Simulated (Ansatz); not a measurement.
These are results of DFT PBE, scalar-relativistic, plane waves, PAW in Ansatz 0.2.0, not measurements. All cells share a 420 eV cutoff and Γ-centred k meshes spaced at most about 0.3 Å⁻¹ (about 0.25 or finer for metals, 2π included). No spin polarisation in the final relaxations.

These are static total energies at zero pressure. All come from trial cells, and lower structures may exist.

Question: Which of these relaxed structures of Ta₃W₂ is the lowest in energy?
A.

Space group Fmmm (No. 69). a = 3.249 Å, b = 4.653 Å, c = 22.847 Å, α = 90.00°, β = 90.00°, γ = 90.00°
```csv
atom,site,symmetry,x,y,z
Ta,8i,mm2,0.5000,0.0000,0.3024
Ta,4a,mmm,0.0000,0.0000,0.0000
W,8i,mm2,0.5000,0.0000,0.0990
```

B.

Space group R-3m:H (No. 166). a = 3.070 Å, b = 3.070 Å, c = 32.773 Å, α = 90.00°, β = 90.00°, γ = 120.00°
```json
{"atom": "Ta", "site": "6c", "symmetry": "3m", "x": "0.3333", "y": "0.6667", "z": "0.8686"}
{"atom": "Ta", "site": "3a", "symmetry": "-3m", "x": "0.0000", "y": "0.0000", "z": "0.0000"}
{"atom": "W", "site": "6c", "symmetry": "3m", "x": "0.6667", "y": "0.3333", "z": "0.7324"}
```

Answer: A. It has Ta and W ordered on bcc sites, space group Fmmm (No. 69); the next, B, with Ta and W ordered on fcc sites, space group R-3m (No. 166), lies 0.37 eV/atom higher. Counting all near atoms (those within 1.25 times the shortest distance at each site; a plus sign parts nearer from farther groups; a slash parts the counts of unlike sites), the lowest has Ta 8+6, W 8+6 and the next has Ta 12/6+6, W 6+6.

Spin–orbit coupling, which can matter for Ta and W, is left out. Cells relaxed within their symmetry can be saddle points. The Fmmm cell of Ta3W2 came from shaking the R-3m one. Some candidate types were left out of the draw beforehand, so a known form may be missing.
